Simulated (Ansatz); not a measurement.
Ansatz run, NaAg$_{2}$

input.yaml (Ansatz 0.2.0)

```yaml
crystal:
  lattice:
    - [0.0, 3.96462862, 3.96462862]
    - [3.96462862, 0.0, 3.96462862]
    - [3.96462862, 3.96462862, 0.0]
  atoms:
    - { symbol: Ag, position: [0.625, 0.625, 0.625] }
    - { symbol: Ag, position: [0.125, 0.625, 0.625] }
    - { symbol: Ag, position: [0.625, 0.625, 0.125] }
    - { symbol: Ag, position: [0.625, 0.125, 0.625] }
    - { symbol: Na, position: [0.0, 0.0, 0.0] }
    - { symbol: Na, position: [0.25, 0.25, 0.25] }
  symmetry: { tolerance: 0.0003 }
kpoints:
  mp_grid: { grid: [7, 7, 7], shift: [0, 0, 0] }
  band_path:
    path:
      - [0.0, 0.0, 0.0]
      - [0.5, 0.0, 0.5]
      - [0.625, 0.25, 0.625]
      - [0.375, 0.375, 0.75]
      - [0.0, 0.0, 0.0]
      - [0.5, 0.5, 0.5]
      - [0.5, 0.25, 0.75]
      - [0.5, 0.0, 0.5]
    npoints: 8
magnetization:
  spin_polarized: false
scf:
  occupations: { method: fermi_dirac }
  lower_state_search: "off"
  max_iter: 200
hamiltonian:
  pseudopotentials: { kind: paw }
  xc: r2scan
basis:
  ecutwfc: 500
  fft_grid_basis: typed
output:
  forces: true
  stress: true
  eigenvalues: true
  bader: true
  populations: true
  elf: true
  write_potential: true
  volumetric_format: npy
  dos:
    e_range: [-12, 8]
    de: 0.05
    projected: { site_lists: { Ag: [Ag], Na: [Na] } }
checkpoint:
  read: saved_state
```

Run as

```sh
ansatz run input.yaml --threads 1 --pin off --max-ram 2560MiB --backend cpu --events-out ev --progress --plain --runs-dir out
```

The run starts from an earlier solution of this cell. 

Output (shortened):

```
Pseudopotentials: kind: paw
Pseudopotential: Ag, paw, valence charge 19, recommended cutoff 500 eV (meta_gga), Ag.paw.azcp
Pseudopotential: Na, paw, valence charge 9, recommended cutoff 500 eV (meta_gga), Na.paw.azcp
Functional definition: r2SCAN
  exchange = r2scan_x(k0 = k0, k1 = k1, a1 = a1)
  correlation = r2scan_c
Crystal: 6 atoms, lattice volume = 124.634 Å³
Basis set: ecut = 500 eV, 3143 PW (Γ), exchange–correlation on 180×180×180 points (64 copies of the dense FFT grid, shifted against one another)
Bands: 57, of which v1, the nominal top of the filled ones, is band 47 counted from 1 (46 counted from 0)
Symmetry: 48 space group operations
Space group: Fd-3m (ITA 227), of the structure as read, at distance tolerance 1.5e-3 Å
k-points: 20 of 343
Initial density: read from a saved state, or passed on in memory by an earlier SCF of this step, an earlier step, the calling program or the single point that the run made first
Functional: x = r2scan, c = r2scan; τ floored in thin density (d = 2e-4 eV/Å³)
SCF iter   1: F=-33393.4808 eV  Δρ=1.14e-3  dr2=1.37e-3  dr2_τ=3.03e-4
SCF iter   2: F=-33393.4808 eV  Δρ=1.06e-3  dr2=1.23e-3  dr2_τ=6.36e-5
SCF iter   3: F=-33393.4815 eV  Δρ=3.47e-4  dr2=1.23e-4  dr2_τ=7.91e-6
SCF iter   4: F=-33393.4816 eV  Δρ=6.56e-5  dr2=4.31e-6  dr2_τ=2.61e-7
SCF iter   5: F=-33393.4817 eV  Δρ=2.28e-5  dr2=5.25e-7  dr2_τ=1.30e-8
SCF iter   6: F=-33393.4817 eV  Δρ=3.65e-6  dr2=1.78e-8  dr2_τ=7.24e-10
Free energy (F): -33393.4817 eV
Harris-Foulkes:  -33393.4817 eV  (|F-HF|=1.71e-8)
Internal energy: -33393.4289 eV  (E = F + TS)
E sigma→0 (E₀):  -33393.4553 eV
Entropy (-TS):   -0.0528 eV (-8.796 meV/atom)
Fermi energy:    10.6662 eV
--- Stress (GPa, compression-positive) ---
       -0.2251       0.0000       0.0000
        0.0000      -0.2251       0.0000
        0.0000       0.0000      -0.2251
  P = ⅓ Tr σ = -0.2251 GPa (-2.251 kbar)
```

Origin: a database entry at a rescaled volume.
